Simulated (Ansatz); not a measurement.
Nb3Si:
```
Nb3Si
1.0
   -5.10106     5.10106     2.55770
    5.10106    -5.10106     2.55770
    5.10106     5.10106    -2.55770
Nb Si
12 4
Direct
  0.83217   0.65567   0.01219
  0.18003   0.16783   0.82350
  0.64348   0.81997   0.98781
  0.34433   0.35652   0.17650
  0.49601   0.12973   0.65449
  0.15849   0.50399   0.63372
  0.47524   0.84151   0.34551
  0.87027   0.52476   0.36628
  0.47235   0.05888   0.01927
  0.54692   0.52765   0.58653
  0.03961   0.45308   0.98073
  0.94112   0.96039   0.41347
  0.00529   0.69306   0.73008
  0.72479   0.99471   0.68776
  0.96297   0.27521   0.26992
  0.30694   0.03703   0.31224
```

Relaxed with PBEsol.

### Question
Which orbitals make up the states near the Fermi level in PBEsol in the plane-wave PAW code Ansatz?

### Answer
Within 0.5 eV of the Fermi level: Nb 4d 85 %. Projections are on Löwdin-orthogonalised atomic valence shells; empty p or d shells of many metals are not among them.

### Question
Tabulate the density of states.

### Answer
States/eV per cell of 16 atoms, in 0.25 eV bins, energy from the Fermi level.

```tsv
E (eV)	total	Nb 4d	Si 3p	Nb 5s
-7.85	4.44	1.46	0.02	0.28
-7.60	0.00	0.00	0.00	0.00
-7.35	0.00	0.00	0.00	0.00
-7.10	0.00	0.00	0.00	0.00
-6.85	0.00	0.00	0.00	0.00
-6.60	0.00	0.00	0.00	0.00
-6.35	0.00	0.00	0.00	0.00
-6.10	0.00	0.00	0.00	0.00
-5.85	0.00	0.00	0.00	0.00
-5.60	0.00	0.00	0.00	0.00
-5.35	0.52	0.17	0.17	0.14
-5.10	2.35	0.83	0.77	0.55
-4.85	8.89	3.42	2.75	1.97
-4.60	10.36	3.90	3.43	2.28
-4.35	5.79	2.50	1.89	1.04
-4.10	8.16	4.20	2.44	1.08
-3.85	10.32	5.51	2.99	1.30
-3.60	12.24	6.94	3.54	1.21
-3.35	8.73	5.42	2.46	0.55
-3.10	11.00	6.96	3.23	0.50
-2.85	14.16	9.24	3.82	0.68
-2.60	14.89	10.62	2.94	0.89
-2.35	16.04	12.69	2.15	0.72
-2.10	18.95	15.70	2.02	0.66
-1.85	23.09	19.69	1.95	0.69
-1.60	17.15	14.73	1.16	0.64
-1.35	17.93	15.14	1.16	0.83
-1.10	16.39	13.43	1.16	0.92
-0.85	15.93	13.03	1.17	0.88
-0.60	12.50	10.23	0.79	0.76
-0.35	16.25	13.91	0.80	0.72
-0.10	11.14	9.34	0.58	0.61
0.15	13.44	11.42	0.58	0.72
0.40	10.06	8.78	0.40	0.39
0.65	12.09	10.69	0.51	0.37
0.90	10.59	9.57	0.37	0.22
1.15	11.01	10.05	0.33	0.21
1.40	12.42	11.26	0.40	0.25
1.65	12.00	10.92	0.38	0.21
1.90	12.40	11.29	0.37	0.22
2.15	16.82	15.27	0.50	0.33
2.40	15.10	13.48	0.50	0.38
2.65	13.97	12.41	0.58	0.35
2.90	13.56	12.15	0.62	0.28
3.15	12.94	11.49	0.57	0.33
3.40	13.41	11.55	0.80	0.44
3.65	16.87	14.54	0.92	0.54
3.90	17.07	14.50	0.97	0.51
4.15	12.89	10.50	0.90	0.46
4.40	12.28	9.49	1.08	0.51
```

Space group I-4. The workflow started from a Materials Project entry (that database holds measured and hypothetical structures alike); the Crystallography Open Database copy checked does not list it. COD files the formula under space group No. 86, 221. Whether it is the stable phase at ambient conditions was not checked. The PBEsol relaxation kept the symmetry of its start; whether a distortion lowers the energy is not shown. No spin polarisation was allowed. Scalar-relativistic: spin–orbit coupling is off unless named, which matters more the heavier the elements.

Potentials: the later of the program's two PAW sets.
